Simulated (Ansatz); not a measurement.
Harmonic vibrational thermodynamics of NbC (rock salt, space group No. 225) at fixed volume, PBE in the plane-wave PAW code Ansatz. The rows extrapolate the 0 K crystal and know nothing of melting or changes of phase.

```json
[
 {"T (K)": "50", "F_vib (meV/atom)": "69.4", "S (J/K per mol of atoms)": "0.7", "C_V (J/K per mol of atoms)": "2.3"},
 {"T (K)": "100", "F_vib (meV/atom)": "68.2", "S (J/K per mol of atoms)": "4.0", "C_V (J/K per mol of atoms)": "7.6"},
 {"T (K)": "200", "F_vib (meV/atom)": "[?]", "S (J/K per mol of atoms)": "11.6", "C_V (J/K per mol of atoms)": "[?]"},
 {"T (K)": "300", "F_vib (meV/atom)": "[?]", "S (J/K per mol of atoms)": "18.3", "C_V (J/K per mol of atoms)": "[?]"},
 {"T (K)": "400", "F_vib (meV/atom)": "22.4", "S (J/K per mol of atoms)": "24.1", "C_V (J/K per mol of atoms)": "20.9"},
 {"T (K)": "600", "F_vib (meV/atom)": "-37.2", "S (J/K per mol of atoms)": "[?]", "C_V (J/K per mol of atoms)": "[?]"},
 {"T (K)": "800", "F_vib (meV/atom)": "-112.9", "S (J/K per mol of atoms)": "39.7", "C_V (J/K per mol of atoms)": "23.8"},
 {"T (K)": "1000", "F_vib (meV/atom)": "-201.0", "S (J/K per mol of atoms)": "45.1", "C_V (J/K per mol of atoms)": "24.2"}
]
```

**Question.** Some entries are withheld; supply them.

**Answer.** 
- 600, S (J/K per mol of atoms): 33.0
- 600, C_V (J/K per mol of atoms): 23.0
- 200, F_vib (meV/atom): 60.1
- 200, C_V (J/K per mol of atoms): 14.5
- 300, C_V (J/K per mol of atoms): 18.7
- 300, F_vib (meV/atom): 44.5

Space group Fm-3m (rock salt). The PBE relaxation kept the symmetry of its start; phonons on a q-mesh show no instability. No spin polarisation was allowed.

Potentials: the later of the program's two PAW sets.
